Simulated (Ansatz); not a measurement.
GaSiGeN:
```
GaSiGeN
1.0
    1.77440     1.02445     6.08011
   -1.77440     1.02445     6.08011
    0.00000    -2.04890     6.08011
Ga N Ge Si
1 1 1 1
Cartesian
  0.00000   0.00000   0.30539
  0.00000   0.00000   2.27327
  0.00000   0.00000   8.90661
  0.00000   0.00000  11.31575
```

Relaxed with PBEsol. Special points in fractions of this cell's reciprocal vectors: Γ (0.000, 0.000, 0.000); T (0.500, 0.500, 0.500); H2 (0.814, 0.186, 0.500); H0 (0.500, -0.186, 0.186); L (0.500, 0.000, 0.000); S0 (0.343, -0.343, 0.000); S2 (0.657, 0.000, 0.343); F (0.500, 0.000, 0.500).

Problem. List the band energies nearest the Fermi level at these points for DFT-PBEsol in the program Ansatz with PAW potentials.

Solution. In eV from the Fermi level; about four levels below and three above (degenerate sets whole), none deeper than 8.9 eV; points with the same levels are listed once.

```json
[
 {"k": "Γ", "below": "-3.78 -3.78 -3.24 -1.53", "above": "1.99 1.99 3.36"},
 {"k": "T", "below": "-4.94 -3.77 -3.77 -1.39", "above": "1.66 1.66 2.44"},
 {"k": "H2", "below": "-5.94 -4.11 -3.43 -2.63", "above": "1.35 2.00 2.29"},
 {"k": "L", "below": "-4.93 -4.84 -4.23 -0.40", "above": "0.17 2.41 3.16"},
 {"k": "S0", "below": "-6.08 -4.06 -3.60 -2.64", "above": "1.34 2.09 2.62"},
 {"k": "F", "below": "-3.94 -2.26 -0.87 -0.06", "above": "0.98 2.48 4.20"}
]
```

Space group R3m. The start of the workflow was typed in or built on a structure type; neither database checked (COD, Materials Project) lists it. Its standing as an ambient phase is unchecked. The PBEsol relaxation kept the symmetry of its start; its stability against distortions is not shown here. Its formation energy is positive at this level, so the cell may be metastable or incomplete. Spin–orbit coupling is left out wherever it is not named.

Potentials: the earlier of the program's two PAW sets. The files were generated under PBE; for other functionals the program regenerates the frozen cores, and for LDA and PBEsol the local potential too.
